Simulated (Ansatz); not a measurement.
ZnO:
```
CELL_PARAMETERS angstrom
      3.22241     0.00000     0.00000
     -1.61121     2.79069     0.00000
      0.00000     0.00000    10.47055
ATOMIC_POSITIONS crystal
  Zn 0.00000 0.00000 0.00067
  Zn 0.00000 0.00000 0.50067
  Zn 0.66667 0.33333 0.75052
  Zn 0.33333 0.66667 0.25052
  O  0.00000 0.00000 0.81210
  O  0.00000 0.00000 0.31210
  O  0.66667 0.33333 0.56234
  O  0.33333 0.66667 0.06234
```

Relaxed with PBEsol. Special points in fractions of this cell's reciprocal vectors: Γ (0.000, 0.000, 0.000); M (0.500, 0.000, 0.000); K (0.333, 0.333, 0.000); A (0.000, 0.000, 0.500); L (0.500, 0.000, 0.500); H (0.333, 0.333, 0.500).

Question: List the band energies nearest the valence-band maximum at these points for the program Ansatz at the PBEsol level (PAW).

Answer: In eV from the valence-band maximum; about four levels below and three above (degenerate sets whole), none deeper than 8.9 eV; points with the same levels are listed once.

```json
[
 {"k": "Γ", "below": "-0.39 -0.39 -0.05 0.00 0.00", "above": "0.65 3.23 3.39"},
 {"k": "M", "below": "-1.51 -1.43 -0.99 -0.84", "above": "5.25 5.36 6.13"},
 {"k": "K", "below": "-1.99 -1.56 -1.56 -1.32", "above": "7.24 7.24 7.72"},
 {"k": "A", "below": "-0.12 -0.12 -0.12 -0.12", "above": "1.79 1.79 4.67 4.67"},
 {"k": "L", "below": "-1.25 -1.25 -1.04 -1.04", "above": "5.62 5.62 5.93 5.93"},
 {"k": "H", "below": "-1.65 -1.65 -1.46 -1.46", "above": "7.23 7.23 7.78 7.78 7.78 7.78"}
]
```

Space group P6_3mc. The cell is a constructed one: a structure type filled with these elements. Its sites differ from those of the usual phase in this space group: another stacking or structure type. The PBEsol relaxation kept the symmetry of its start; whether a distortion lowers the energy is not shown.

Potentials: the later of the program's two PAW sets.
